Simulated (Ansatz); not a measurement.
Y, one cell by several methods

```xyz
2
Lattice="3.6515 0.0000 0.0000 -1.8257 3.1623 0.0000 0.0000 0.0000 5.8049" Properties=species:S:1:pos:R:3 pbc="T T T"
Y     0.0000    2.1082    1.4512
Y     1.8257    1.0541    4.3537
```

Atoms are numbered in the order listed.

The cell comes from COD entry 1539818, which wasn't checked; take it as a given geometry. The listed cell was then made from it by scaling, straining or moving an atom.

Levels of theory: DFT, LDA, PAW with Ansatz's default frozen-core files, scalar-relativistic (Ansatz 0.2.0); DFT, LDA, all-electron LAPW, scalar-relativistic (Ansatz 0.2.0).

For PAW: a Γ-centred 12×12×7 k mesh, Fermi–Dirac smearing of 0.08 eV, cutoff 420 eV, no spin polarisation; the PAW files were made with PBE, and the program remakes their frozen cores for this functional. LAPW targets a basis error of 0.25 meV/atom. The Ansatz runs share mesh, smearing and spin set-up. Plane-wave (PAW) pressures include the program's estimate of the Pulay term.

Stress and pressure are positive in compression.

PAW results:

```
       quantity    PAW
 pressure (GPa)  -4.24
stress xx (GPa)  -3.88
stress zz (GPa)  -4.95
```

What does all-electron LAPW give for the same quantities?


```csv
quantity,LAPW
pressure (GPa),-4.24
stress xx (GPa),-3.88
stress zz (GPa),-4.95
```
